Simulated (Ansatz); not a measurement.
Field gradients of Cs₂AgBiBr₆ from run to run

Cell of run 1: a measured structure from the Crystallography Open Database (COD), atoms as given.

```cif
data_structure
_symmetry_space_group_name_H-M 'P 1'
_symmetry_Int_Tables_number 1
_cell_length_a 7.9424
_cell_length_b 7.9424
_cell_length_c 7.9424
_cell_angle_alpha 60.000
_cell_angle_beta 60.000
_cell_angle_gamma 60.000
_cell_volume 354.27
loop_
_atom_site_label
_atom_site_type_symbol
_atom_site_fract_x
_atom_site_fract_y
_atom_site_fract_z
_atom_site_occupancy
Cs1 Cs 0.25000 0.25000 0.25000 1
Cs2 Cs 0.75000 0.75000 0.75000 1
Ag3 Ag 0.50000 0.50000 0.50000 1
Bi4 Bi 0.00000 0.00000 0.00000 1
Br5 Br 0.25055 0.74945 0.25055 1
Br6 Br 0.25055 0.74945 0.74945 1
Br7 Br 0.74945 0.25055 0.74945 1
Br8 Br 0.74945 0.25055 0.25055 1
Br9 Br 0.25055 0.25055 0.74945 1
Br10 Br 0.74945 0.74945 0.25055 1
```

Atom numbers follow the list; atoms alike are taken as one site, whose name carries the number of the first.

Relaxed positions (PBE, cell held):

```
CELL_PARAMETERS angstrom
0.00000 5.61610 5.61610
5.61610 0.00000 5.61610
5.61610 5.61610 0.00000
ATOMIC_POSITIONS crystal
Cs 0.25000 0.25000 0.25000
Cs 0.75000 0.75000 0.75000
Ag 0.50000 0.50000 0.50000
Bi 0.00000 0.00000 0.00000
Br 0.25327 0.74673 0.25327
Br 0.25327 0.74673 0.74673
Br 0.74673 0.25327 0.74673
Br 0.74673 0.25327 0.25327
Br 0.25327 0.25327 0.74673
Br 0.74673 0.74673 0.25327
```

All runs are DFT with Ansatz 0.2.0 (plane waves and PAW, scalar-relativistic unless spin–orbit coupling is named, Γ-centred meshes, Fermi–Dirac smearing where given) in this cell.

Run 1: PBE, atoms as given; 420 eV, 5×5×5 k-points, smearing 0.02 eV.
Run 2: PBE, atoms relaxed; 420 eV, 5×5×5 k-points, smearing 0.02 eV.
Run 3: r2SCAN, at the relaxed atoms; 500 eV, 5×5×5 k-points, smearing 0.02 eV.

```json
{"run": "1", "Br V_zz (η)": "29.1 (0.00)"}
{"run": "2", "Br V_zz (η)": "?"}
{"run": "3", "Br V_zz (η)": "27.8 (0.00)"}
```

V_zz in 10²¹ V/m²; 1 of the 4 sets of like atoms are followed.

(1) Estimate the row of run 2.

Answers

(1) Br: 29.7 (0.00). It lies nearest to run 1, from whose tensors on these sites it differs by 0.69 at most (largest principal value of the difference, on Br). Taken one at a time, the functional (r2SCAN with its higher cutoff) moves the tensors on these sites by up to 1.95 (largest principal value of the change, on Br), the positions of the atoms (as given or relaxed) by 0.69 (Br).

Without spin–orbit coupling the gradients at and beside Bi can be off by some per cent, at some sites by more. In run 1 the atoms aren't at the calculated equilibrium (largest force 0.29 eV/Å).
